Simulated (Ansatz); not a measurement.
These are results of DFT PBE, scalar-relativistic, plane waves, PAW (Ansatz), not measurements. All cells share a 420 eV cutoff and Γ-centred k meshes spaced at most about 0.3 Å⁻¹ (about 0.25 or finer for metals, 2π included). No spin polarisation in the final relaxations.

Temperature and zero-point effects are left out.

Two relaxed structures of TaPb:

A. Space group Pm-3m (No. 221), cubic, a = 3.489 Å. Ta has 8 Pb at 3.02 Å and 6 Ta at 3.49 Å; around Pb lie 8 Ta at 3.02 Å and 6 Pb at 3.49 Å.

B. Space group Fm-3m (No. 225), cubic, a = 5.767 Å. Ta has 6 Pb at 2.88 Å; Pb is surrounded by 6 Ta at 2.88 Å.

Task: Which form is favoured at zero pressure, and by what margin per atom?

Result: A is lower, by 0.37 eV/atom. A has the caesium chloride type, space group Pm-3m (No. 221), 21.2 Å³/atom and no gap on its mesh; B has the rock salt type, space group Fm-3m (No. 225), 24.0 Å³/atom and no gap. Counting all near atoms (those within 1.25 times the shortest distance at each site; a plus sign parts nearer from farther groups), A has Ta 8+6, Pb 8+6 and B has Ta 6, Pb 6. The denser one is the lower, and pressure would at first widen the difference. Even the lower one lies +0.78 eV/atom against the reference forms of the elements (uncorrected), so neither is stable at this level. Both come from invented guesses. A third cell relaxed alike, in P4/nmm, lies 0.45 eV/atom below the lower of the two.

These runs have no spin–orbit coupling, which can matter for Pb and Ta. Cells relaxed within their symmetry can be saddle points.
